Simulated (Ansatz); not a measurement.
Starting cell, InP (zinc blende):

```
InP
1.0
    0.00000     5.90731     5.90731
    2.95366     2.95366     5.90731
    2.95366     2.95366     0.00000
P In
2 2
Direct
  0.00000   0.75000   0.75000
  0.50000   0.75000   0.75000
  0.00000   0.00000   0.00000
  0.50000   0.00000   0.00000
```

A phonon eigenvector at X = (0.5, 0.5, 0.0) is frozen into this cell: atom i moves by Q times the vector below, so Q is the largest atomic displacement, in Å. The cell is held. It is one choice among 2 degenerate patterns. (q is in reciprocal vectors of the primitive cell; the cell shown is doubled to hold the pattern.)

| atom | x | y | z |
|---|---|---|---|
| P1 | 0.000 | -1.000 | 0.000 |
| P2 | 0.000 | 1.000 | 0.000 |
| In3 | 0.198 | 0.000 | 0.000 |
| In4 | -0.198 | 0.000 | 0.000 |

Calculation: r2SCAN (plane waves to 500 eV, PAW, scalar-relativistic; Ansatz, an electronic-structure program). k mesh 10×10×10 (Γ-centred), Fermi-Dirac smearing 0.05 eV. E stands for the smeared free energy. Compression counts positive. InP was relaxed with its symmetry unable to fall. The PAW data are Ansatz's earlier set. The zero of ΔE is the undisplaced structure.

```tsv
Q (Å)	P (GPa)	ΔE (eV/cell)
-0.280	3.55	1.009
-0.233	2.48	___
-0.187	1.59	0.449
-0.140	0.90	0.252
-0.093	0.41	0.112
-0.047	___	0.028
0.000	0.01	0.000
0.047	___	0.028
0.093	0.41	0.112
0.140	0.90	0.252
0.187	1.59	0.449
0.233	2.48	___
0.280	3.55	1.009
```

Question: Complete the blanks.

Answer: 
- -0.233, ΔE (eV/cell): 0.701
- -0.047, P (GPa): 0.11
- 0.047, P (GPa): 0.11
- 0.233, ΔE (eV/cell): 0.701

(A displaced cell: forces are minus the slopes of the energy, force constants its curvatures, and phonons follow from these.)
